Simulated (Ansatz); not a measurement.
# SiC: the gap against volume

SiC, F-43m, a = 4.356 Å. The compound has several low-lying forms, and this is one of them. Ansatz: r2SCAN, PAW, 500 eV, Γ-centred 10×10×10 mesh on 2 atoms, Gaussian smearing 0.02 eV; no spin polarisation. Symmetry fixes shape and atoms, so the cell is only scaled; x = ln(V/V0) with V0 = 10.334 Å³/atom. The gap is read at the mesh points alone.

```
      x gap y (eV)
-0.0619       1.669
-0.0305       1.692
 0.0000       1.713
 0.0296       1.732
 0.0583           ?
```

Question: Fit a straight line to the other rows, give the volume deformation potential of the gap and its pressure coefficient, and predict the missing gap. B0 = 227.2 GPa.

Answer: Means x = -0.01570, y = 1.7015; Σ(Δx)² = 0.004652, ΣΔxΔy = 0.003204; the slope is their ratio. y = 1.7123 + 0.68879 x. The slope is the deformation potential a = dE_g/d ln V = 0.69 eV, and dE_g/dP = −a/B0 = -3.03 meV/GPa. At x = 0.0583 the fit asked for gives 1.752 eV. The run gave 1.749 eV, so the fit is 0.003 eV too high, a small miss on the scale of the series. The form still works here, 31 % of the fitted range beyond its end.

Semilocal functionals give gaps under the measured ones; changes of the gap mostly carry over better.